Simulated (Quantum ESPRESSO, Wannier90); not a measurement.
## Wannier functions of Ba2CuClO2 (R-3m)

Cell from Materials Project (mp-551456), symmetrised, no further relaxation. COD (Crystallography Open Database) has an entry of this formula and space group (matched by these alone). Level: PBEsol, no spin polarisation, no spin-orbit coupling; pw.x of Quantum ESPRESSO at 74 Ry with PseudoDojo potentials, 4×4×4 k-points, Wannier90. Density: 8×8×8 mesh, Gaussian smearing 0.01 Ry. A non-magnetic state is assumed, with no Hubbard U; filled 3d bands tend to lie too high at this level. Spin-orbit coupling is left out although heavy elements are present.

```
begin unit_cell_cart
ang
   -2.1651599726    3.7501670791    0.0000000000
   -4.3303199452    0.0000000000    0.0000000000
   -2.1651599726    1.2500556930    9.6085300000
end unit_cell_cart
mp_grid = 4 4 4
```

Neighbour vectors b of the finite-difference formula (Å⁻¹), by shell:

| shell | b_x | b_y | b_z |
|---|---|---|---|
| 1 | 0.00000 | 0.00000 | 0.16348 |
| 1 | 0.00000 | 0.00000 | -0.16348 |
| 2 | -0.36274 | -0.20943 | -0.05449 |
| 2 | 0.00000 | 0.41886 | -0.05449 |
| 2 | -0.36274 | 0.20943 | 0.05449 |
| 2 | 0.36274 | 0.20943 | 0.05449 |
| 2 | 0.00000 | -0.41886 | 0.05449 |
| 2 | 0.36274 | -0.20943 | -0.05449 |

Q: Find the weights w_b from the completeness condition Σ_b w_b b_α b_β = δ_αβ.

A: Shell 1: Σ b_x² = 0.000, Σ b_y² = 0.000, Σ b_z² = 0.053 Å⁻²
Shell 2: Σ b_x² = 0.526, Σ b_y² = 0.526, Σ b_z² = 0.018 Å⁻²
Each of the three diagonal sums, weighted, has to give 1 and the off-diagonal ones 0, which holds for w_1 = 18.1 Å², w_2 = 1.90 Å². Check on xx: 18.08×0.000 + 1.90×0.526 = 1.00.

On this mesh the 8 functions of bands 20-27 (bands 20-27; start: SCDM (isolated), conv_tol = 1.0e-6) end with spreads 0.5554, 0.5554, 3.3717, 3.0833, 3.0834, 3.0835, 3.3717, 3.0834 Å², Ω_I = 19.6210 Å² and Ω_D = 0.0874 Å².

Ω_total is the sum of the spreads, 20.188 Å². Ω_OD = Ω_total − Ω_I − Ω_D = 0.479 Å². Only (Ω_D + Ω_OD)/Ω_total = 2.8 % depends on the gauge, and another start could lower the total by that share at most. The rms radius is √(Ω_total/8) = 1.59 Å.
